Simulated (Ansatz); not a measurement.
Consider the following.

ScAg3:
```xyz
4
Lattice="4.2048 0.0000 0.0000 0.0000 4.2048 0.0000 0.0000 0.0000 4.2048" Properties=species:S:1:pos:R:3 pbc="T T T"
Ag     0.0000     2.1024     2.1024
Ag     2.1024     2.1024     0.0000
Ag     2.1024     0.0000     2.1024
Sc     0.0000     0.0000     0.0000
```

This is the r²SCAN-relaxed structure.

Q: All from r²SCAN (plane waves, PAW; program Ansatz), unless another level is named. Give the formation energy from the elements (no fitted shifts).

A: -0.074 eV/atom.

Q: Give the density of states at the Fermi level.

A: 0.70 states/eV per atom (mean over ±0.08 eV).

Space group Pm-3m (Cu3Au type). The start of the workflow was typed in or built on a structure type; neither database checked (COD, Materials Project) lists it. Whether it is the stable phase at ambient conditions was not checked. The cell was relaxed with r²SCAN under the symmetry of its start; whether a distortion lowers the energy is not shown. No spin polarisation was allowed. The references are the lowest solids computed at this level, not always the standard phases. Spin–orbit coupling is left out wherever it is not named.

Potentials: the earlier of the program's two PAW sets.
